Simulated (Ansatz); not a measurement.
## Trial structures of P2Se2O: starts and ends

Theory: DFT PBE+D3(BJ), scalar-relativistic, plane waves, PAW (Ansatz). All cells share a 420 eV cutoff and Γ-centred k meshes spaced at most about 0.3 Å⁻¹ (about 0.25 or finer for metals, 2π included). No spin polarisation in the final relaxations.

Each guess was relaxed in cell and atoms at zero pressure, within the symmetry of its start. These are static total energies at zero pressure. Coordination counts P or Se atoms around O (for each partner element, those within 1.25 times its shortest distance or 1.15 times the sum of covalent radii, where it is the nearest in units of that sum or under 1.3).

| guess | made from | start group | V start (Å³/atom) | end group | V end (Å³/atom) | coordination at the end | gap on mesh (eV) | E over the lowest end (meV/atom) |
| --- | --- | --- | --- | --- | --- | --- | --- | --- |
| 1 | CeSi2Pd2 type | I4/mmm | 20.7 | I4/mmm | 20.7 | O 2 | 0.03 | 0 |
| 2 | random cell | P6/mmm | 22.4 | P6/mmm | 22.3 | O 2 | 0 | 589 |
| 3 | NdSi2Pt2 type | I4/mmm | 20.3 | ? | ? | ? | ? | ? |
| 4 | random cell | P4mm | 12.7 | P4mm | 21.3 | O 1 | 0 | 120 |
| 5 | random cell | P-6m2 | 22.0 | P-6m2 | 17.1 | O 2 | 0 | 958 |
| 6 | random cell | P4mm | 25.9 | P4mm | 18.9 | O 1 | 0 | 617 |
| 7 | random cell | P6/mmm | 23.2 | P6/mmm | 20.2 | O 2 | 0 | 789 |

Guess 3 as it starts:

```
P Se O
1.0
    -2.22415    2.22415    5.13908
     2.22415   -2.22415    5.13908
     2.22415    2.22415   -5.13908
P Se O
2 2 1
Cartesian
  0.0000 2.2241 2.5695
  2.2241 0.0000 2.5695
  0.0000 0.0000 3.8543
  0.0000 0.0000 6.4239
  0.0000 0.0000 0.0000
```

Question: Fill in the missing row: what does this guess relax into, and where does it rank?

Answer: It ends in space group I4/mmm (No. 139), with a = 5.127 Å, c = 6.458 Å, 17.0 Å³/atom and no gap; its coordination is O 2. It lies 0.75 eV/atom over the lowest end, above guess 6 and below guess 7. Counting P or Se atoms around O, this end and the lowest (guess 1) both have O 2. This end holds Se–Se pairs (shortest 2.62 Å); in the lowest (guess 1) the shortest Se–Se distance is 3.59 Å.

```xyz
5
Lattice="-2.5636 2.5636 3.2291 2.5636 -2.5636 3.2291 2.5636 2.5636 -3.2291" Properties=species:S:1:pos:R:3 pbc="T T T"
P     0.0000    2.5636    1.6146
P     2.5636    0.0000    1.6146
Se    0.0000    0.0000    1.9185
Se    0.0000    0.0000    4.5397
O     0.0000    0.0000    0.0000
```

Formation energies are uncorrected and refer to the elements' standard structures at the same level (O₂ as a molecule). The references include black phosphorus.

Question: Is the lowest end bound against the elements?

Answer: Yes: its formation energy is −0.31 eV/atom. It lies below the elements, which doesn't yet make it stable against other compounds or structures.

The zero gap of P4mm at 21.3 Å³/atom may come from the functional, which often closes small gaps, or the cell may be a true semimetal. A magnetic state wasn't ruled out in cells without spin, among them I4/mmm at 20.7 Å³/atom, P4mm at 18.9 Å³/atom, P-6m2. Cells relaxed within their symmetry can be saddle points. A lower structure may well exist outside this small set. Some candidate types were left out of the draw beforehand, so a known form may be missing.
